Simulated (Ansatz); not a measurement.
Al5AgS8: Coordination and ²⁷Al quadrupole coupling

Cell: a Materials Project structure (computed, not necessarily an observed phase) whose atoms were relaxed with PBE, the cell held.

```cif
data_Al5AgS8
_symmetry_space_group_name_H-M 'F-43m'
_symmetry_Int_Tables_number 216
_cell_length_a 10.1839
_cell_length_b 10.1839
_cell_length_c 10.1839
_cell_angle_alpha 90.000
_cell_angle_beta 90.000
_cell_angle_gamma 90.000
loop_
_atom_site_label
_atom_site_type_symbol
_atom_site_symmetry_multiplicity
_atom_site_Wyckoff_symbol
_atom_site_fract_x
_atom_site_fract_y
_atom_site_fract_z
Al1 Al 16 e 0.1181 0.8819 0.1181
Al5 Al 4 b 0.5000 0.5000 0.5000
Ag Ag 4 c 0.7500 0.2500 0.7500
S7 S 16 e 0.8868 0.1132 0.8868
S11 S 16 e 0.3665 0.6335 0.3665
```

One atom of each set is listed; the run and its k-mesh use a cell of 14 atoms with edges of 7.20, 7.20, 7.20 Å.

The numbers come from a DFT calculation in Ansatz (PBE, plane waves and PAW, scalar-relativistic, 420 eV cutoff, Γ-centred 5×5×5 k-points, Fermi–Dirac smearing 0.02 eV).

Q(²⁷Al) = 146.6 mb.

(1) Order the Al environments from the weakest to the strongest quadrupole coupling.
A. Al1: 6 S at 2.36–2.54 Å
B. Al5: 4 S at 2.36 Å

Answers

(1) B (0 MHz, η = –), A (0.828 MHz, η = 0.00).

An axis of threefold or higher order runs through Al1, so V_zz lies along it and η is zero. Al5 sits on a cubic site, where every gradient vanishes.
